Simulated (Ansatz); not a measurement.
La (dhcp (α-La type), P6_3/mmc) at seven volumes, r²SCAN in the plane-wave PAW code Ansatz, shape and atoms relaxed at each. One row is withheld.

| V (Å³/atom) | P (GPa) |
|---|---|
| 33.865 | 2.42 |
| 34.981 | 1.54 |
| 36.098 | 0.75 |
| 37.214 | 0.04 |
| 38.330 | ? |
| 39.447 | -1.22 |
| 40.563 | -1.78 |

Q: Fit the shown pressures and predict the withheld one.

A: Third-order Birch–Murnaghan: P = (3/2)B₀(x^(7/2) − x^(5/2))[1 + (3/4)(B′ − 4)(x − 1)] with x = (V₀/V)^(2/3). Least squares on the six rows gives V₀ = 37.266 Å³/atom, B₀ = 22.98 GPa, B′ = 2.11. At V = 38.330, x = 0.9814 and P = -0.63 GPa. The run itself gave -0.61 GPa.

Symmetry was held in the r²SCAN relaxation. Spin–orbit coupling is left out wherever it is not named.

Potentials: the earlier of the program's two PAW sets.
